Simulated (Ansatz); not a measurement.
Starting cell, GaN (zinc blende):

```xyz
4
Lattice="0.0000 4.5488 4.5488 2.2744 2.2744 4.5488 2.2744 2.2744 0.0000" Properties=species:S:1:pos:R:3 pbc="T T T"
N      3.4116     3.4116     3.4116
N      3.4116     5.6860     5.6860
Ga     0.0000     0.0000     0.0000
Ga     2.2744     4.5488     6.8232
```

The atoms are displaced by Q × the pattern below (from a DFPT mode at X = (0.5, 0.5, 0.0), largest move 1; Q in Å), at fixed cell. (q is in reciprocal vectors of the primitive cell; the cell shown is doubled to hold the pattern.)

```tsv
atom	x	y	z
N1	0.000	0.000	1.000
N2	0.000	0.000	-1.000
```

Atoms not listed stay in place.

Level of theory: PBE (plane waves to 420 eV, PAW, scalar-relativistic; Ansatz, an electronic-structure program). k mesh 12×12×12 (Γ-centred), Fermi-Dirac smearing 0.05 eV. The energy includes the smearing's −TS. GaN was relaxed with its symmetry unable to fall. The PAW data are Ansatz's earlier set. The zero of ΔE is the undisplaced structure.

```csv
Q (Å),ΔE (meV/cell)
-0.180,692
-0.150,482
-0.120,310
-0.090,withheld
-0.060,78
-0.030,19
0.000,0
0.030,19
0.060,78
0.090,withheld
0.120,310
0.150,482
0.180,692
```

Problem. Fit an even polynomial form (powers 2, 4) to the given rows and predict ΔE at Q = -0.090.

Solution. Least squares on the 11 given rows: ΔE = (21630)·Q² + (-8564)·Q⁴, in meV/cell with Q in Å; root-mean-square residual 0.3 meV/cell. At -0.090 the fit gives 175 meV/cell; the calculation gives 174 meV/cell, so the interpolation is off by 1 (+0.6 %). The quadratic term alone would give 175 meV/cell.

(A displaced cell: forces are minus the slopes of the energy, force constants its curvatures, and phonons follow from these.)
